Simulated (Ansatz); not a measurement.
## Calculated field gradients at the nuclei for CoPtO2

The cell is a computed structure from the Materials Project (it need not be an observed phase).

```
Co Pt O
1.0
     1.41227    0.81537    5.93939
    -1.41227    0.81537    5.93939
     0.00000   -1.63075    5.93939
Co Pt O
1 1 2
Direct
  0.50000 0.50000 0.50000
  0.00000 0.00000 0.00000
  0.88776 0.88776 0.88776
  0.11224 0.11224 0.11224
```

Atom numbers follow the list; atoms alike are taken as one site, whose name carries the number of the first.

The numbers come from a DFT calculation in Ansatz (PBE, plane waves and PAW, scalar-relativistic, collinear spin, 420 eV cutoff, Γ-centred 13×13×13 k-points, Fermi–Dirac smearing 0.05 eV). Start moments as typed (μB): 3 on each Co, none on the rest.

Conventions: |V_zz| ≥ |V_yy| ≥ |V_xx|, η = (V_xx − V_yy)/V_zz, C_Q = eQV_zz/h. Directions are in the Cartesian axes of the cell vectors above, for the atom listed; none is given where the gradient is under 0.02 or η is above 0.95.

Q: Give the quadrupolar parameters of the distinct sites.

A: 

| site | first atom | first shell | V_zz (10²¹ V/m²) | η | direction of V_zz (x, y, z) |
| --- | --- | --- | --- | --- | --- |
| Co | 1 | 6 O at 1.90 Å | 1.73 | 0.00 | 0.00 0.00 1.00 |
| Pt | 2 | 2 O at 2.00 Å, angle 180° | 11.68 | 0.00 | 0.00 0.00 1.00 |
| O | 3 | 3 Co at 1.90 Å, 1 Pt at 2.00 Å | 4.70 | 0.00 | 0.00 0.00 1.00 |

An axis of threefold or higher order runs through Co, Pt and O, so V_zz lies along it and η is zero.

At this cell the PBE pressure is 6 GPa, so with PBE the cell would grow if it were relaxed. The entry's cell may itself be off. The run finds no gap above 0.1 eV (a metal, or nearly one), so the gradients can move by 10 % or more with the k-mesh. Spin–orbit coupling is left out, which shifts gradients on Pt by a few per cent in wide-gap crystals, and can shift them far more where the calculated gap is small or absent, as here. Semilocal functionals can leave a metal where correlation in the d or f shell opens a gap in the real compound, and that would change the values at and beside Co. With these PAW files V_zz is typically within 2 to 3 % of all-electron values, but misses above 10 % occur on Co. The start moments die out, and the run ends without spin.

The run took 67 s of wall time (67 s of CPU time) and 0.72 GiB at its peak, on 1 thread of Arm Neoverse V1 (aarch64; 8 cores open to the job, memory cap 3.0 GiB, no GPU), a shared host with a load of 0.5 a core.
